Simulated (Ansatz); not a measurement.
Layered crystal of PtSe$_{2}$, relaxed:

```yaml
crystal:
  lattice:
    - [3.77170, 0.00000, 0.00000]
    - [-1.88585, 3.26639, 0.00000]
    - [0.00000, 0.00000, 4.82183]
  atoms:
    - { symbol: Pt, position: [0.00000, 0.00000, 0.00000] }
    - { symbol: Se, position: [0.33333, 0.66667, 0.26554] }
    - { symbol: Se, position: [0.66667, 0.33333, 0.73446] }
```

Computed with Ansatz 0.2.0, DFT PBE+D3(BJ), scalar-relativistic, plane waves, PAW. Plane waves to 420 eV, a k mesh through Γ of 12×12×10 on the computed 3-atom cell and Gaussian smearing (0.10 eV); no spin polarisation.

Q: What does it cost to take out one layer and relax it free-standing?

A: 39.5 meV/Å² (162 meV/atom). The layer's area changes by -3.4 %. The layer is isolated along c and computed on a 12×12×1 mesh.

Gaps are read on the k meshes alone.

Spin-orbit coupling is left out, which matters for the bands of heavy elements.